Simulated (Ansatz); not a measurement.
Ga (α-Ga), relaxed with r²SCAN+D4 (Ansatz, an electronic-structure program, plane waves, PAW): a = 4.4424 Å, b = 7.5570 Å, c = 4.4990 Å, α = 90.00°, β = 90.00°, γ = 90.00°.

Question: The same phase is relaxed and computed with LDA in the same code. What is the cell now?

Answer: a = 4.4239 Å, b = 7.4930 Å, c = 4.4338 Å, α = β = γ = 90.00°.

All cells were relaxed under the symmetry of their starts (and spin orders); stability against distortions was not tested throughout. Spin–orbit coupling is left out wherever it is not named.

Potentials: the earlier of the program's two PAW sets.

Ansatz is a plane-wave DFT program.
